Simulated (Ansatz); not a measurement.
Computed with DFT PBE, scalar-relativistic, plane waves, PAW (Ansatz 0.2.0). All cells share a 420 eV cutoff and Γ-centred k meshes spaced at most about 0.3 Å⁻¹ (2π included). No spin polarisation in the final relaxations.

These are static total energies at zero pressure.

Two relaxed structures of MgCd2S3:

A. Space group P-4m2 (No. 115), tetragonal, a = 3.683 Å, c = 11.226 Å. Mg has 4 S at 2.60 Å; around Cd lie 5 S at 2.63–2.74 Å; S on a site of symmetry 2mm is surrounded by 5 Cd at 2.63–2.74 Å; around S on a site of symmetry -4m2 lie 4 Mg at 2.60 Å.

B. Space group P-3m1 (No. 164), trigonal, a = 3.827 Å, c = 9.380 Å. Around Mg lie 6 S at 2.65 Å; Cd is surrounded by 6 S at 2.73–2.74 Å; S on a site of symmetry 3m is surrounded by 3 Mg at 2.65 Å and 3 Cd at 2.74 Å; S on a site of symmetry -3m has 6 Cd at 2.73 Å.

Problem. Which is lower in energy, and by how much?

Solution. B is lower, by 206 meV/atom. A has space group P-4m2 (No. 115), 25.4 Å³/atom and a gap of 0.64 eV on its mesh; B has Mg and Cd ordered on rock salt sites, space group P-3m1 (No. 164), 19.8 Å³/atom and a gap of 0.92 eV. Counting S atoms around Cd and Mg (those within 1.25 times the shortest such distance or 1.15 times the sum of covalent radii, 1.27 where that leaves under three), A has Mg 4, Cd 5 and B has Mg 6, Cd 6. Both come from invented guesses.

Weakly bound directions are ill-defined at this level, which has no dispersion term (P-4m2), and this can change margins and order among such cells. Kohn–Sham gaps at this level usually fall short of measured ones. Cells relaxed within their symmetry can be saddle points.
